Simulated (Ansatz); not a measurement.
Level of theory: Ansatz, DFT PBE, scalar-relativistic, plane waves, PAW, and for the lanthanide a 4f-in-core norm-conserving potential. All cells share a 690 eV cutoff and Γ-centred k meshes spaced at most about 0.3 Å⁻¹ (about 0.25 or finer for metals, 2π included). No spin polarisation in the final relaxations.

All energies are static (0 K, no zero-point motion).

Two relaxed structures of SmO3:

A. Space group Fm-3m (No. 225), cubic, a = 5.661 Å. Sm has 8 O at 2.45 Å and 6 O at 2.83 Å; O on a site of symmetry -43m has 4 O at 2.45 Å, 4 Sm at 2.45 Å and 6 O at 2.83 Å; around O on a site of symmetry m-3m lie 8 O at 2.45 Å and 6 Sm at 2.83 Å.

B. Space group P-6m2 (No. 187), hexagonal, a = 4.094 Å, c = 4.469 Å. Around Sm lie 2 O at 2.23 Å and 6 O at 2.48 Å; around O on a site of symmetry -6m2 lie 2 Sm at 2.23 Å and 6 O at 2.80 Å; O on a site of symmetry 3m is surrounded by 1 O at 1.48 Å, 3 Sm at 2.48 Å and 3 O at 2.80 Å.

Question: Which form is favoured at zero pressure, and by what margin per atom?

Answer: B is lower, by 270 meV/atom. A has the BiF3 (D0_3) type, space group Fm-3m (No. 225), 11.3 Å³/atom and no gap on its mesh; B has space group P-6m2 (No. 187), 16.2 Å³/atom and no gap. Counting O atoms around Sm (those within 1.25 times the shortest such distance or 1.15 times the sum of covalent radii, 1.27 where that leaves under three; a plus sign parts nearer from farther groups), A has Sm 8+6 and B has Sm 2+6. B holds O–O pairs (shortest 1.48 Å, as in peroxide); in A the shortest O–O distance is 2.45 Å. The lower one is the more open, so pressure narrows the difference. Both come from invented guesses.

In Fm-3m, P-6m2 an odd number of valence electrons (the lanthanide is held trivalent, its 4f shell in the core) allows no gap without spin; another valence of the lanthanide, a larger cell or a magnetic state could open one. A magnetic state wasn't ruled out in cells without spin, among them Fm-3m, P-6m2. Cells relaxed within their symmetry can be saddle points.

The lanthanide is trivalent by construction, without f bands, f moments or other valences.
